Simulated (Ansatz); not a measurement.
SnPd₃ (Cu3Au type, Pm-3m) at seven volumes, the program Ansatz at the PBEsol level (PAW), scaled uniformly. One row is withheld.

```csv
V (Å³/atom),P (GPa)
14.276,?
14.746,13.07
15.217,5.92
15.688,0.00
16.158,-4.88
16.629,-8.90
17.100,-12.19
```

### Question
Fit the shown pressures and predict the withheld one.

### Answer
Third-order Birch–Murnaghan: P = (3/2)B₀(x^(7/2) − x^(5/2))[1 + (3/4)(B′ − 4)(x − 1)] with x = (V₀/V)^(2/3). Least squares on the six rows gives V₀ = 15.688 Å³/atom, B₀ = 178.7 GPa, B′ = 5.41. At V = 14.276, x = 1.0649 and P = 21.75 GPa. The run itself gave 21.70 GPa.

The workflow started from an entry of the Crystallography Open Database (COD), which files this formula under 2 space groups. Its standing as an ambient phase is unchecked. The PBEsol relaxation kept the symmetry of its start; its stability against distortions is not shown here. No spin polarisation was allowed. Scalar-relativistic: spin–orbit coupling is off unless named, which matters more the heavier the elements.

Potentials: the later of the program's two PAW sets.
